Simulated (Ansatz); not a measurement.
A relaxed 1×1 slab of 5 planes, cut along (111) from a fcc crystal of one element, has a cell area of 5.70 Å² and a bulk spacing of 2.096 Å between its first planes. All-electron LAPW in Ansatz 0.2.0 (PBE, scalar-relativistic, no spin polarisation) gives γ = 1.32 J/m², Φ = 4.80 eV and a change of the outer spacing of -0.8 %. The fcc structure needn't be the element's own.

Q: Which element is it?

A: Cu. Neighbours weren't tried against these numbers.
